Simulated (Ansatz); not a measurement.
## Tl: how the free axis answers a strain

Tl, Im-3m, a = 3.916 Å. This isn't the element's structure at ambient conditions. Ansatz: r2SCAN, PAW, 500 eV, Γ-centred 14×14×14 mesh on 2 atoms, Gaussian smearing 0.10 eV; no spin polarisation. Series: biaxial strain in the a-b plane, c and atoms relaxed; x is the strain in per cent. y is the change of c in per cent of 3.916 Å.

```tsv
x (%)	y (%)
-4.5	6.98
-3.0	4.99
-1.5	?
0.0	0.00
1.5	-2.84
3.0	-4.09
4.5	-6.70
```

**Question.** Fit y = c1 x + c2 x² to the other rows, say what c1 measures, and predict the missing y.

**Answer.** Least squares on the rows shown. y = −1.533 x + 0.01272 x². With no stress along c, c1 = −2C12/C11 = -1.533. At −2 the volume would not change at all; a value this near to it means that the crystal resists a change of volume much more than one of shape. With a term in x³ added, the coefficient of x becomes -1.624, 6 % more, which shows how far this figure hangs on the form. At x = -1.5 the fit asked for gives 2.33 %. The run gave 2.36 %, so the fit is 0.03 % too low, within the rms miss on the fitted rows (0.34 %).

Spin–orbit coupling is left out, which can shift energies with elements as heavy as these.